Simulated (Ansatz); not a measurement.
BaTiO3 (cubic perovskite, space group No. 221) under volume change, plane-wave PAW HSE06 (Ansatz code), scaled uniformly.

| V (Å³/atom) | E − E(relaxed) (meV/atom) | P (GPa) |
|---|---|---|
| 11.446 | 70.2 | 21.62 |
| 11.823 | 29.5 | 13.21 |
| 12.201 | … | … |
| 12.578 | 0.0 | 0.03 |
| 12.955 | 6.1 | -5.12 |
| 13.333 | … | … |
| 13.710 | 50.2 | -13.20 |

**Question.** Fill in the missing entries.

**Answer.** 
- 13.333, E − E(relaxed) (meV/atom): 23.4
- 13.333, P (GPa): -9.49
- 12.201, E − E(relaxed) (meV/atom): 7.0
- 12.201, P (GPa): 6.08

**Question.** What does a third-order Birch–Murnaghan fit give for V₀, B₀ and B′?

**Answer.** V₀ = 12.58 Å³/atom, B₀ = 186 GPa, B′ = 4.4.

Space group Pm-3m (cubic perovskite). This is a known high-temperature phase of the composition, computed here at zero pressure and temperature. The cell was relaxed with HSE06 under the symmetry of its start; whether a distortion lowers the energy is not shown. No spin polarisation was allowed. Scalar-relativistic: spin–orbit coupling is off unless named, which matters more the heavier the elements.

Potentials: the later of the program's two PAW sets.
